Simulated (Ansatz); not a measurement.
Relaxed candidate structures of PtSe2:

A. Pn-3m, origin choice 1 (No. 224), cP6, AFLOW prototype A2B_cP6_224_b_a (C3, as in Cu2O); a = 5.430 Å, b = 5.430 Å, c = 5.430 Å, α = 90.00°, β = 90.00°, γ = 90.00°; Se 4c (0.750, 0.750, 0.750); Pt 2a (0.000, 0.000, 0.000)

B. P-3m1 (No. 164), hP3, CdI2 type; a = 3.7610 Å, b = 3.7610 Å, c = 4.8611 Å, α = 90.00°, β = 90.00°, γ = 120.00°; Pt 1a (0.000, 0.000, 0.000); Se 2d (0.667, 0.333, 0.261)

C. P321 (No. 150), hP9, AFLOW prototype A2B_hP9_150_ef_bd (C22, as in Fe2P); a = 6.634 Å, b = 6.634 Å, c = 4.766 Å, α = 90.00°, β = 90.00°, γ = 120.00°; Se 3e (0.000, 0.303, 0.000); Se 3f (0.363, 0.363, 0.500); Pt 1b (0.000, 0.000, 0.500); Pt 2d (0.667, 0.333, 0.214)

Rank these by energy per atom (lowest first), as PBEsol (plane waves to 420 eV, PAW, scalar-relativistic; Ansatz, a program for electronic structure) gives it.

B (reference, the lowest among the structures calculated here), C (+0.49 eV/atom), A (+0.92 eV/atom)

Probably no minimum, since a slightly shaken restart fell lower: Pn-3m, cP6, AFLOW prototype A2B_cP6_224_b_a (C3, as in Cu2O) (by 0.46 eV/atom, to P1).  8 generated cells of layers, chains or molecules, poorly bound without dispersion, are left out. Each run could gain symmetry but not lose that of its start, so entries can be saddle points. From databases, or of a type measured for this composition: P-3m1, hP3, CdI2 type; the others are generated cells (placed on structure types, drawn at random, substituted or restacked) that were not matched to a known phase here. Energies are at zero temperature and pressure, without zero-point motion. The runs use different k-meshes, so differences are rounded accordingly. No spin polarisation in the result. A magnetic state may lie lower. Without a van der Waals term the distances between weakly bound units are poorly fixed.
